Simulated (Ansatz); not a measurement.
CaTiO$_{3}$ (cubic perovskite, space group No. 221), LDA in the plane-wave PAW code Ansatz, all energies at zero smearing, with the estimated change up to a 700 eV cutoff added, with one set of potentials and settings (totals compare only within such a set). Cell of 5 atoms (1 Ca, 1 Ti, 3 O): -5897.332 eV.

```csv
element,reference phase,E (eV/atom)
Ca,"Fm-3m, 1 atoms in the cell",-1772.6031
Ti,"P6/mmm, 3 atoms in the cell",-2450.3259
O,"C2/m, 4 atoms in the cell, spin-polarised",-552.6518
```

Formation energy per atom, worked out: (-5897.332 − 1×(-1772.6031) − 1×(-2450.3259) − 3×(-552.6518))/5 = -3.289 eV/atom (-317 kJ per mol of atoms), at 0 K, without zero-point energy or fitted corrections.

Space group Pm-3m (cubic perovskite). The first step of the workflow began from a Materials Project structure, measured or hypothetical; the Crystallography Open Database files this formula in space group No. 221, but the cells were not matched. Whether it is the stable phase at ambient conditions was not checked. The cell was relaxed with LDA under the symmetry of its start. At this level the phase is dynamically unstable (imaginary phonons). No spin polarisation was allowed. The references are the lowest solids computed at this level, not always the standard phases (solids in place of the gases).

Potentials: the later of the program's two PAW sets.
